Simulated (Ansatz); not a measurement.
# Phonon spectrum of CuSn

Method: DFT LDA, scalar-relativistic, plane waves, PAW (Ansatz 0.2.0). Settings: 420 eV plane-wave cutoff, Γ-centred 12×12×8 mesh, Fermi-Dirac smearing of 0.15 eV. No spin polarisation. Phonons by linear response, acoustic sum rule imposed.

Equilibrium structure at this level:
```
CELL_PARAMETERS angstrom
4.07400 0.00000 0.00000
-2.03700 3.52819 0.00000
0.00000 0.00000 4.92797
ATOMIC_POSITIONS crystal
Cu 0.00000 0.00000 0.00000
Cu 0.00000 0.00000 0.50000
Sn 0.33333 0.66667 0.25000
Sn 0.66667 0.33333 0.75000
```

In a metal, frequencies and elastic constants depend on the k mesh and the smearing, soft modes and shear constants most.

Force constants from linear response on a 3×3×2 q mesh.

(1) Is the structure dynamically stable on this mesh?

(2) Give the frequencies (cm⁻¹; i marks imaginary ones) at the irreducible q points, in fractions of the reciprocal vectors.

Results:

(1) Yes, on this mesh: no mode is imaginary.

(2)
```csv
q,star,frequencies
0.000 0.000 0.000,1,0 0 0 119 119 122 133 133 135 190 190 243
0.000 0.000 -0.500,1,73 73 73 73 111 111 172 172 172 172 190 190
0.000 0.333 0.000,6,41 68 100 105 114 124 128 139 168 179 194 250
0.000 0.333 -0.500,6,73 73 76 76 116 116 168 168 175 175 199 199
0.333 0.333 0.000,2,77 77 94 94 104 120 137 165 165 185 185 252
0.333 0.333 -0.500,2,81 81 101 101 116 116 152 152 190 190 201 201
```

Cost: 1 run of about 49 core-minutes, on Oxide Virtual Turin-like Processor (Zen 5) (shared hosts).